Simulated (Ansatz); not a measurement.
TePb:
```cif
data_PbTe
_chemical_formula_sum 'Te1 Pb1'
_space_group_name_H-M_alt 'P 1'
_space_group_IT_number 1
_cell_length_a 5.18699
_cell_length_b 5.18699
_cell_length_c 5.18699
_cell_angle_alpha 60.000
_cell_angle_beta 60.000
_cell_angle_gamma 60.000
loop_
_space_group_symop_operation_xyz
  'x, y, z'
loop_
_atom_site_label
_atom_site_type_symbol
_atom_site_fract_x
_atom_site_fract_y
_atom_site_fract_z
_atom_site_occupancy
Te1 Te 0.75000 0.75000 0.75000 1
Pb1 Pb 0.00000 0.00000 0.00000 1
```

This is the PBE-relaxed structure.

Question: All from the program Ansatz at the PBE level (PAW), unless another level is named. Predict the smallest direct gap on the standard path.

Answer: 1.20 eV.

Question: And the conduction-band minimum?

Answer: at X (3 equivalent valleys).

Question: And the weight of the conduction-edge state by species (Voronoi cells)?

Answer: Pb 74 %, Te 26 %.

Question: Give the valence-band maximum.

Answer: at W.

Space group F-43m (zinc blende). A made-up cell: these elements were put on the sites of a structure type; neither database checked (COD, Materials Project) lists it. It is not the phase usual at ambient conditions (space group No. 225). The cell was relaxed with PBE under the symmetry of its start; its stability against distortions is not shown here. Scalar-relativistic: spin–orbit coupling is off unless named, which matters more the heavier the elements.

Potentials: the later of the program's two PAW sets.
